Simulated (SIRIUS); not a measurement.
Energy against volume for AlCr2C (P6_3/mmc, 8 atoms in the cell; from Materials Project mp-9956): the cell is scaled uniformly, and the atoms keep their fractional positions.

```
CELL_PARAMETERS angstrom
      2.82510     0.00000     0.00000
     -1.41255     2.44661     0.00000
      0.00000     0.00000    12.60137
ATOMIC_POSITIONS crystal
  Al 0.66667 0.33333 0.25000
  Al 0.33333 0.66667 0.75000
  Cr 0.33333 0.66667 0.41494
  Cr 0.66667 0.33333 0.58506
  Cr 0.66667 0.33333 0.91494
  Cr 0.33333 0.66667 0.08506
  C  0.00000 0.00000 0.50000
  C  0.00000 0.00000 0.00000
```

Level of theory: PBE, GBRV PBE ultrasoft pseudopotentials (plane waves; SIRIUS).

Held fixed: parameters.ngridk = 12 12 2; parameters.xc_functionals = [XC_GGA_X_PBE, XC_GGA_C_PBE]; parameters.gk_cutoff = 6.325 1/bohr; parameters.pw_cutoff = 14.143 1/bohr; parameters.smearing = cold; parameters.smearing_width = 0.00183747 Ha; potentials = GBRV PBE ultrasoft pseudopotentials; parameters.electronic_structure_method = pseudopotential; parameters.num_bands = 42; parameters.num_mag_dims = 0; parameters.num_dft_iter = 100; parameters.energy_tol = 1e-07 Ha; parameters.density_tol = 1e-06; mixer.type = broyden2; mixer.beta = 0.7; mixer.use_hartree = true.

The run has no spin polarisation, so moments on Cr cannot form. The structure comes from a collection of computed structures, made at another level of theory; the collection holds predicted forms beside known ones. No clean gap shows at this smearing width and mesh (spacing up to 0.25 Å⁻¹); the mesh is coarse for partly filled bands, so the values carry mesh errors.

```
V (Å³/atom)  V/V(base)  ΔF (meV/atom, from the lowest row)  pressure (GPa)
-----------  ---------  ----------------------------------  --------------
10.234           0.940                                49.2           20.42
10.452           0.960                                25.6           14.20
10.670           0.980                                10.1            8.59
10.779           0.990                                 5.1            5.99
10.887           1.000                                 1.8            3.52
10.996           1.010                                 0.1            1.18
11.105           1.020                                 0.0           -1.05
11.323           1.040                                 4.2           -5.18
11.541           1.060                                13.7           -8.91
```

Q: Estimate the equilibrium volume and the bulk modulus from these points.

A: A third-order Birch-Murnaghan fit gives V0 = 11.06 Å³/atom and B0 = 226 GPa (largest residual 0.01 meV/atom). V0 and B0 belong to these fixed fractional positions and this cell shape; relaxing them, where they are free, usually lowers B0.
